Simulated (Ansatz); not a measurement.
SiC (CsCl type, Pm-3m) at seven volumes, plane-wave PAW PBE (Ansatz code), scaled uniformly. One row is withheld.

| V (Å³/atom) | P (GPa) |
|---|---|
| 8.376 | 19.92 |
| 8.652 | 12.14 |
| 8.928 | 5.59 |
| 9.204 | -0.01 |
| 9.480 | ? |
| 9.756 | -8.26 |
| 10.032 | -11.47 |

Fit the shown pressures and predict the withheld one.

P = (3/2)B₀(x^(7/2) − x^(5/2))[1 + (3/4)(B′ − 4)(x − 1)] with x = (V₀/V)^(2/3). Least squares on the six rows gives V₀ = 9.208 Å³/atom, B₀ = 166 GPa, B′ = 5.02. At V = 9.480, x = 0.9808 and P = -4.49 GPa. The run itself gave -4.62 GPa.

The cell is a constructed one: a structure type filled with these elements; neither database checked (COD, Materials Project) lists it. It is not the phase usual at ambient conditions (space group No. 186, 216). The cell was relaxed with PBE under the symmetry of its start; its stability against distortions is not shown here.

Potentials: the later of the program's two PAW sets.
